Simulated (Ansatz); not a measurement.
MgO (rock salt, Fm-3m), r²SCAN+D4 (plane waves, PAW; program Ansatz). The conduction-band minimum lies at Γ, with 1 equivalent valley. Second derivatives d²E/dk² of the lowest band at one valley (eV·Å²), along Cartesian directions:

```csv
direction,d²E/dk²
[100],20.79
[010],20.79
[001],20.79
[110],20.79
[101],20.79
[011],20.79
```

Q: Find the principal effective masses, the density-of-states mass and the conductivity mass.

A: Off-diagonal terms follow from H_xy = H[110] − (H_xx + H_yy)/2, and m*/mₑ = 7.620 eV·Å² over each eigenvalue: 0.37, 0.37, 0.37. One valley's DOS mass (m₁m₂m₃)^(1/3) = 0.37, conductivity mass 3/(Σ 1/mᵢ) = 0.37 mₑ.

Q: What effective density of states Nc follows at 300 K for parabolic valleys?

A: Nc = 2.509e19 × 1 × (0.37)^(3/2) ≈ 5.6e18 cm⁻³.

The cell was relaxed with r²SCAN+D4 under the symmetry of its start. The volume moved by -41 % from the start of the relaxation.

Potentials: the later of the program's two PAW sets.

Edges and masses are those of Kohn–Sham bands, whose gap is no quasiparticle gap.
